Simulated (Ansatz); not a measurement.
TiO2:
```
TiO2
1.0
    4.64324     0.00000     0.00000
    0.00000     4.64324     0.00000
    0.00000     0.00000     2.96392
Ti O
2 4
Direct
  0.00000   0.00000   0.00000
  0.50000   0.50000   0.50000
  0.30513   0.30513   0.00000
  0.19487   0.80513   0.50000
  0.69487   0.69487   0.00000
  0.80513   0.19487   0.50000
```

Tensor components refer to the Cartesian frame of this cell.

**Question.** Give the high-frequency dielectric tensor and the Born effective charge tensors of the independent atoms from DFPT, plane-wave PAW PBE (Ansatz code).

**Answer.** 
ε∞:
```
7.32  0.00  0.00
0.00  7.32  0.00
0.00  0.00  8.90
```
Z* of atom 1 (Ti), rows: field, columns: displacement, in e:
```
6.21  1.01  0.00
1.01  6.21  0.00
0.00  0.00  7.74
```
Z* of atom 3 (O), rows: field, columns: displacement, in e:
```
-3.11  -1.77   0.00
-1.77  -3.11   0.00
 0.00   0.00  -3.87
```

Static charges for comparison (Bader): Ti1 +2.28, O3 -1.14 e. Born charges measure polarisation by displacement and can exceed these by far.

Space group P4_2/mnm (rutile). The cell was relaxed with PBE under the symmetry of its start. At this level the phase is dynamically unstable (imaginary phonons). The run is not spin-polarised.

Potentials: the later of the program's two PAW sets.
